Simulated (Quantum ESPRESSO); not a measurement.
Nb2ZrO6F2, convergence and cost over cutoff and k mesh

Simulated, not a measurement. The program is pw.x of Quantum ESPRESSO 7.5 (plane-wave density functional theory). The cell is made up: 11 atoms on a fluorite lattice with one site empty, with randomly drawn elements, strain and displacements, not relaxed. PseudoDojo standard norm-conserving files (v0.5 for PBE, v0.4.1 for LDA and PBEsol) set the functional; there is no spin polarisation, spin-orbit coupling or dispersion term, and the masses in the input are unused placeholders.

Input of the run in row 4:

```
&control calculation='scf', pseudo_dir='./dojo.nc.sr.pbe.v0_5.standard.upf', outdir='./o', disk_io='medium', tprnfor=.true., tstress=.true. /
&system ibrav=0, nat=11, ntyp=4, nbnd=50, ecutwfc=84.00895049, nosym=.true., tot_charge=0,
 occupations='smearing', smearing='fd', degauss=0.0018374661
/
&electrons conv_thr=7.350e-09, electron_maxstep=60, /
ATOMIC_SPECIES
F 1.0 F.upf
Nb 1.0 Nb.upf
O 1.0 O.upf
Zr 1.0 Zr.upf
CELL_PARAMETERS angstrom
4.9558 0.0904 0.0333
0.0904 5.0212 -0.0175
0.0333 -0.0175 5.0803
ATOMIC_POSITIONS angstrom
Nb 0.0395 0.0162 0.0269
Zr 2.5778 0.1218 2.545
Nb 2.6671 2.4353 -0.0921
O 1.2356 1.2725 1.3069
F 1.2221 1.2806 3.759
F 1.2469 3.7292 1.2307
O 1.2315 3.8535 3.71
O 3.8908 1.2723 1.1388
O 3.7107 1.2157 3.8357
O 3.844 3.8328 1.2781
O 3.7416 3.7081 3.8088
K_POINTS automatic
5 4 4 1 1 1
```

The same cell was run at these settings. Meshes are shifted by half a step, and differences are from the last row, which is itself not exact.

```
cutoff (eV)     k mesh  k points solved  threshold (eV)  free energy less the last row's (eV)  pressure (GPa)  largest stress difference (GPa)  largest force difference (eV/Å)  iterations  wall time (s)  k-point pools              processor
        800  2 x 2 x 2                4           1e-04                                 1.435          -21.22                            15.68                            0.227          14             78              1  AMD EPYC, Zen 5 class
       1143  1 x 1 x 1                1           1e-07                                -2.348           -9.48                             5.10                            1.017          18            101              1  AMD EPYC, Zen 5 class
        584  5 x 4 x 4               40           1e-07                                19.274          -95.97                            90.65                            0.190          18            404              1  AMD EPYC, Zen 5 class
       1143  5 x 4 x 4               40           1e-07                                 0.002           -5.83                             0.05                            0.003          18           1050              1  AMD EPYC, Zen 5 class
       1467  7 x 6 x 6              126           1e-07                                 0.000           -5.79                             0.00                            0.000          18           4338              1  AMD EPYC, Zen 5 class
```

Each pool is one process. Wall times include start-up and a band step at six k points, which weighs most on the coarsest meshes. The runs were on shared virtual cores whose load varied, so times are rough.